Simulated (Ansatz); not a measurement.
Here is the system:

ZrC:
```
ZrC
1.0
    2.91708     0.00000     0.00000
    0.00000     2.91708     0.00000
    0.00000     0.00000     2.91708
Zr C
1 1
Direct
  0.00000   0.00000   0.00000
  0.50000   0.50000   0.50000
```

This is the r²SCAN-relaxed structure.

Problem. All from r²SCAN in the plane-wave PAW code Ansatz, unless another level is named. Estimate the electronic character.

Solution. metallic (no gap).

Problem. And the density of states at the Fermi level?

Solution. 1.1 states/eV per atom (mean over ±0.08 eV).

Problem. Next, the formation energy from the elements (no fitted shifts)?

Solution. 319 meV/atom.

Problem. Give the gap with spin–orbit coupling.

Solution. none (metallic).

Space group Pm-3m (CsCl type). The cell is a constructed one: a structure type filled with these elements; neither database checked (COD, Materials Project) lists it. It is not the phase usual at ambient conditions (space group No. 225). The cell was relaxed with r²SCAN under the symmetry of its start. At this level the phase is mechanically unstable. The run is not spin-polarised. The references are the lowest solids computed at this level, not always the standard phases. Scalar-relativistic: spin–orbit coupling is off unless named, which matters more the heavier the elements.

Potentials: the earlier of the program's two PAW sets.
